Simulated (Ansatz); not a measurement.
SnPt (P6/mmm), relaxed with PBE (Ansatz, an electronic-structure program, plane waves, PAW): a = 5.743 Å, b = 5.743 Å, c = 4.538 Å, α = 90.00°, β = 90.00°, γ = 120.00°.

* **ΔH_f (eV/atom)**: -0.29
* **B₀ by P(V) fit (GPa)**: 110

Task: The same phase is relaxed and computed with r²SCAN in the same code. What are the cell and these values now?

Result: a = b = 5.692 Å, c = 4.472 Å, α = β = 90.00°, γ = 120.00°.

- ΔH_f (eV/atom) = -0.29
- B₀ by P(V) fit (GPa) = 129

Constructed cells (a structure type filled with these elements, in neither database checked): SnPt, P6/mmm (Pt on 3f, Sn on 1a, Sn on 2d). All cells were relaxed under the symmetry of their starts (and spin orders); stability against distortions was not tested throughout. Rows with no word on spin ran without spin polarisation. Spin–orbit coupling is left out wherever it is not named.

Potentials: the earlier of the program's two PAW sets.

Ansatz is a plane-wave DFT program.

Formation energies count from the lowest solids of the elements computed at the same level, not from gases.
